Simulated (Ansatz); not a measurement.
NbSeS:
```
CELL_PARAMETERS angstrom
      3.36029     0.00000     0.00000
     -1.68015     2.91010     0.00000
      0.00000     0.00000    12.25344
ATOMIC_POSITIONS crystal
  Nb 0.00000 0.00000 0.26623
  Nb 0.00000 0.00000 0.73377
  Se 0.33333 0.66667 0.87416
  Se 0.66667 0.33333 0.12584
  S  0.66667 0.33333 0.38897
  S  0.33333 0.66667 0.61103
```

Relaxed with PBEsol. Special points in fractions of this cell's reciprocal vectors: Γ (0.000, 0.000, 0.000); M (0.500, 0.000, 0.000); K (0.333, 0.333, 0.000); A (0.000, 0.000, 0.500); L (0.500, 0.000, 0.500); H (0.333, 0.333, 0.500).

Q: List the band energies nearest the Fermi level at these points for the program Ansatz at the PBEsol with spin–orbit coupling level (PAW).

A: In eV from the Fermi level; about four levels below and three above (degenerate sets whole), none deeper than 8.9 eV; points with the same levels are listed once.

| k | below | above |
|---|---|---|
| Γ | -0.80 -0.80 -0.05 -0.05 | 0.35 0.35 1.56 1.56 |
| M | -0.42 -0.42 -0.02 -0.02 | 2.84 2.84 2.90 2.90 |
| K | -1.84 -1.84 -1.83 -1.83 | 0.44 0.44 0.58 0.58 |
| A | -0.82 -0.82 -0.79 -0.79 | 0.94 0.94 1.47 1.47 |
| L | -0.19 -0.19 -0.03 -0.03 | 2.85 2.85 2.88 2.88 |
| H | -1.77 -1.77 -1.75 -1.75 | 0.48 0.48 0.61 0.61 |

Space group P-3m1. The workflow started from a Materials Project entry (that database holds measured and hypothetical structures alike); the Crystallography Open Database copy checked does not list it. Whether it is the stable phase at ambient conditions was not checked. The PBEsol relaxation kept the symmetry of its start; whether a distortion lowers the energy is not shown. The workflow began spin-polarised and lost its moments. A crystal of weakly bound layers computed without a dispersion correction: the cell and the soft elastic constants depend strongly on that.

Potentials: the later of the program's two PAW sets.
